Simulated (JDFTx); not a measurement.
Input for JDFTx (a modified build): bromine monochloride, BrCl (SMILES ClBr), charge 0, multiplicity 1, SaLSA, water, 1 M NaCl; lengths in bohr, energies in hartree. The run starts from orbitals saved by an earlier run of the same system.

```
lattice \
  18.4248297151 0.0000000000 0.0000000000 \
  0.0000000000 14.6453774658 0.0000000000 \
  0.0000000000 0.0000000000 14.6453774658
coords-type Cartesian
ion Cl 2.0180385285 -0.0330702072 0.0171965077 0
ion Br -2.0180385285 0.0330702072 -0.0171965077 0
ion-species pseudo/cl_pbe_v1.4.upf
ion-species pseudo/br_pbe_v1.4.upf
elec-cutoff 20 100
elec-ex-corr gga-PBE
symmetries none
elec-n-bands 7
electronic-minimize nIterations 150 energyDiffThreshold 1e-7
fluid SaLSA
fluid-solvent H2O
fluid-cation Na+ 1
fluid-anion Cl- 1
wavefunction read s0.wfns 10
dump-name s2.$VAR
dump End State Ecomponents EigStats BandEigs Forces ElecDensity IonicPositions FluidDebug
```

The log closes as follows.

```
[...]
ElecMinimize: Iter:   6  Etot: -28.605238570206311  |grad|_K:  4.655e-07  alpha:  1.102e+00  linmin: -2.998e-05
ElecMinimize: Iter:   7  Etot: -28.605238597249681  |grad|_K:  2.224e-07  alpha:  1.056e+00  linmin: -4.726e-05
ElecMinimize: Iter:   8  Etot: -28.605238603644398  |grad|_K:  1.064e-07  alpha:  1.094e+00  linmin:  1.255e-06
ElecMinimize: Converged (|Delta Etot|<1.000000e-07 for 2 iters).

# Ionic positions in cartesian coordinates:
ion Cl   2.018038528500000  -0.033070207200000   0.017196507700000 0
ion Br  -2.018038528500000   0.033070207200000  -0.017196507700000 0

# Forces in Cartesian coordinates:
force Cl   0.009173338607190  -0.000086778597894   0.000063933092230 0
force Br  -0.009118049361319   0.000053670137080  -0.000070379024618 0

# Energy components:
   A_diel =       -0.0015551185383918
   Eewald =       -4.9476665435138534
       EH =       19.2504287290602853
     Eloc =      -46.6637683649925137
      Enl =        0.0740942849997195
      Exc =      -17.7171100923564744
 Exc_core =       11.4571083248234835
       KE =        9.9432301768733531
-------------------------------------
     Etot =      -28.6052386036443984


	eMin: -0.819557 at state 0 ( [ +0.000000 +0.000000 +0.000000 ] spin 0 )
	HOMO: -0.240800 at state 0 ( [ +0.000000 +0.000000 +0.000000 ] spin 0 )
```

The run took 9 electronic cycles (a count that differs between repeats, as do the digits past 10⁻⁶ Ha); the highest occupied level lies at -6.55 eV from the bulk liquid; the total lies -0.03 eV from the vacuum run at this geometry.
